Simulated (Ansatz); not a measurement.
Relaxed-ion elastic tensor of CdS (wurtzite, P6_3mc) in GPa (Voigt order), r²SCAN (plane waves, PAW; program Ansatz); density 4.72 g/cm³, 25.40 Å³ per atom.

```
84.3  51.8  44.6   0.0   0.0   0.0
51.8  84.3  44.6   0.0   0.0   0.0
44.6  44.6  92.6   0.0   0.0   0.0
 0.0   0.0   0.0  14.8   0.0   0.0
 0.0   0.0   0.0   0.0  14.8   0.0
 0.0   0.0   0.0   0.0   0.0  16.2
```

Q: Is the crystal mechanically stable?

A: Yes: the smallest eigenvalue of C is 14.8 GPa.

Q: Work out the Voigt, Reuss and Hill averages.

A: K_V = 60.3, K_R = 60.3, K_H = 60.3; G_V = 17.2, G_R = 16.6, G_H = 16.9 GPa.

Q: Give Young's modulus, Poisson's ratio, Pugh's ratio and the universal anisotropy index.

A: E = 9KG/(3K + G) = 46.3 GPa; ν = 0.37; K/G = 3.57 (ductile by the Pugh limit of 1.75); A_U = 5G_V/G_R + K_V/K_R − 6 = 0.16.

Q: Estimate the sound speeds and the Debye temperature.

A: v_l = √((K + 4G/3)/ρ) = 4190 m/s, v_t = √(G/ρ) = 1890 m/s, mean 2130 m/s; Θ = (h/k)(3n/4πV)^(1/3) v_m = 216 K.

Q: How much does each axis shrink under pressure?

A: Linear compressibilities β_i = Σ_j S_ij (j = 1 to 3): x 5.6, y 5.6, z 5.4 per TPa.

Symmetry was held in the r²SCAN relaxation; phonons on a q-mesh show no instability.

Potentials: the later of the program's two PAW sets.
